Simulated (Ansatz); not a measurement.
Given:

GaP (zinc blende)

```
GaP
1.0
    0.00000     2.75322     2.75322
    2.75322     0.00000     2.75322
    2.75322     2.75322     0.00000
P Ga
1 1
Direct
  0.75000   0.75000   0.75000
  0.00000   0.00000   0.00000
```

Scan: atom 2 (Ga, nearest neighbour P at 2.384 Å; its periodic images, 3.9 Å or more away, move with it) is displaced along Cartesian [110], direction (0.707, 0.707, 0.000) in Cartesian axes, by s. The other atoms stay.

Method: PBE (plane waves to 420 eV, PAW, scalar-relativistic; Ansatz, an electronic-structure program). k mesh 8×8×8 (Γ-centred), Fermi-Dirac smearing 0.05 eV. Energies are smeared free energies. As the smearing reaches across the gap at some points, energies and forces of such displacements shift with the k mesh and the smearing. GaP was relaxed with its symmetry unable to fall. The PAW data are Ansatz's earlier set. The zero of ΔE is the undisplaced structure.

The scan covers s from -0.720 to 0.720 Å in 11 points.

Task: Is this a single well or a double well?

Result: A single well with its minimum at or next to zero displacement.

Task: Is the energy the same for equal positive and negative displacements?

Result: Even: the same for both signs. With its periodic images moving along, the atom's site symmetry in this cell is -43m.

Task: What force acts on the atom along the line at s = -0.720 Å?

Result: 8.29 eV/Å.

Task: What is the force constant k = d²E/ds² of this move at s = 0?

Result: 9.37 eV/Å².

(A displaced cell: forces are minus the slopes of the energy, force constants its curvatures, and phonons follow from these.)
